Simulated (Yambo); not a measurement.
G0W0@PBEsol for NaAuO2 (space group C2/m, No. 12) in Yambo (4×4×2 mesh, 8 Ry block, plasmon pole, screening fixed), without a terminator:

```tsv
bands N in G	gap (0.25, -0.25, 0) → (0, 0.25, -0.5) (eV)	shift of the valence edge (eV)
46	3.394	-0.046
72	3.318	-0.319
107	3.322	-0.497
```

Problem. Extrapolate both columns to infinite N with E(N) = E∞ + A/N, test the form, and compare with the terminator.

Solution. From two points, E∞ = (N2 E2 − N1 E1)/(N2 − N1). The two largest N give 3.33 eV for the gap and -0.86 eV for the shift; the two smallest give 3.18 eV and -0.80 eV. For the gap the slopes A are 9.7 and -0.9 eV: the form isn't reached, and its limit is uncertain. For the shift the slopes A are 35 and 39 eV: the 1/N form holds. With the Bruneval-Gonze terminator and 107 bands the run gives 3.30 eV and -0.71 eV, 0.03 eV and 0.16 eV from the extrapolated values: the terminator too is an estimate of the remainder. Block, mesh and the bands in W are held fixed.

Spin-orbit coupling is not included.

Geometry relaxed with PBEsol; primitive cell a = b = 3.638 Å, c = 6.145 Å, α = β = 116.24°, γ = 48.91°.

The structure is a Materials Project entry; no match was found in the copy of COD used, and its stability was not checked.

A shift is the quasiparticle energy of the state minus its PBEsol energy.
